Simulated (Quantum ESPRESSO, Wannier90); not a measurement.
## Wannierisation of YSF (P4/nmm)

```xyz
6
Lattice="3.7730 0.0000 0.0000 0.0000 3.7730 0.0000 0.0000 0.0000 6.8267" Properties=species:S:1:pos:R:3 pbc="T T T"
Y      0.0000     1.8865     1.5512
Y      1.8865     0.0000    -1.5512
S      0.0000     1.8865    -2.4196
S      1.8865     0.0000     2.4196
F      0.0000     0.0000     0.0000
F      1.8865     1.8865     0.0000
```

Structure: Materials Project mp-10086, symmetrised, not relaxed again. Not found in the COD (Crystallography Open Database) copy used, which has the formula in other groups; not checked further. Level: PBEsol, spinors with spin-orbit coupling; pw.x of Quantum ESPRESSO at 68 Ry with PseudoDojo potentials, 4×4×4 k-points, Wannier90. Density: 8×8×6 mesh, Gaussian smearing 0.01 Ry.

Valence charges of the files: Y 11, S 6, F 7. 100 bands were computed.

Isolated groups of bands, relative to the valence-band maximum (bands from 49 on overlap up to the last one computed):

```tsv
bands	from (eV)	to (eV)	filling	weight on atomic waves
1–4	-41.89	-41.85	filled	Y 4s 97 %
5–8	-24.54	-23.40	filled	F 2s 73 %, Y 4p 18 %, Y 4d 5 %
9–12	-22.85	-22.55	filled	Y 4p 89 %, F 2s 9 %
13–20	-21.50	-21.01	filled	Y 4p 93 %, F 2s 5 %
21–24	-12.19	-10.88	filled	S 3s 78 %, Y 4d 12 %, Y 5s 7 %
25–36	-6.83	-4.32	filled	F 2p 87 %, Y 4d 7 %
37–48	-3.67	0.00	filled	S 3p 75 %, Y 4d 15 %, F 2p 5 %
```

Wanted is a model with the orbitals Y d, S p, F p, without the filled groups that are mainly made of other shells (semicore states, and anion s where it isn't named); all higher bands stay in for disentanglement.

Problem. Give num_wann, exclude_bands and num_bands, and the number of electrons that the model holds.

Solution. Electrons: 2×11 + 2×6 + 2×7 = 48, which fill 48 bands.
num_wann = 2 × (2×5 + 2×3 + 2×3) = 44.
exclude_bands = 1-24, 24 bands, so num_bands = 100 − 24 = 76.
The model holds 48 − 1×24 = 24 electrons. With the window frozen to 2.67 eV it follows pw.x to 18 meV rms (states up to 2.2 eV relative to the valence-band maximum).
